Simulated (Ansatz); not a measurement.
YS:
```
CELL_PARAMETERS angstrom
      0.00000     2.76280     2.76280
      2.76280     0.00000     2.76280
      2.76280     2.76280     0.00000
ATOMIC_POSITIONS crystal
  Y  0.50000 0.50000 0.50000
  S  0.00000 0.00000 0.00000
```

Relaxed with r²SCAN.

Question: Map the electron localisation function on the plane through (0.500, 0.500, 0.500) spanned by u = [1, 0, 0] and v = [0, 1, -1] in lattice vectors, from DFT-r²SCAN in the program Ansatz with PAW potentials.

Answer: x is the fraction of u, y of v (the angle between them is 90°; rows are the nearest grid lines); atoms in the plane: Y at (0.00, 0.00), S at (0.50, 0.50).
```
|-+%@@*:  ...  :*@@%+-|
|+#@@@*. ..... .*@@@#+|
|%@@@%-..:---:..-%@@@%|
|@@@%+..:=***=:..+%@@@|
|@@%+:.:+#%%%#+:.:+%@@|
|**-..:+%@@@@@%+:..-**|
|:...:+%@@@@@@@%+:...:|
|  .:+%@@@@%@@@@%+:.  |
| .:=#@@@%+=+%@@@#=:. |
|..-*%@@@+. .+@@@%*-..|
|..-*%@@%=   =%@@%*-..|
|..-*%@@@+. .+@@@%*-..|
| .:=#@@@%+=+%@@@#=:. |
|  .:+%@@@@%@@@@%+:.  |
|:...:+%@@@@@@@%+:...:|
|**-..:+%@@@@@%+:..-**|
|@@%+:.:+#%%%#+:.:+%@@|
|@@@%+..:=***=:..+%@@@|
|%@@@%-..:---:..-%@@@%|
|+#@@@*. ..... .*@@@#+|
|-+%@@*:  ...  :*@@%+-|
```
Scale: ten equal steps from 0.001 (start of ' ') to 0.857 (end of '@'), in the order ' .:-=+*#%@'; x runs from 0.000 to 1.00, y from 0.000 (bottom) to 1.00 (top).

The density is the valence pseudo-density with augmentation charge, so density and ELF within about 1 Å of a nucleus are not all-electron values.

Space group Fm-3m (rock salt). The workflow started from an entry of the Crystallography Open Database (COD). Whether it is the stable phase at ambient conditions was not checked. Symmetry was held in the r²SCAN relaxation; whether a distortion lowers the energy is not shown. No spin polarisation was allowed.

Potentials: the later of the program's two PAW sets.
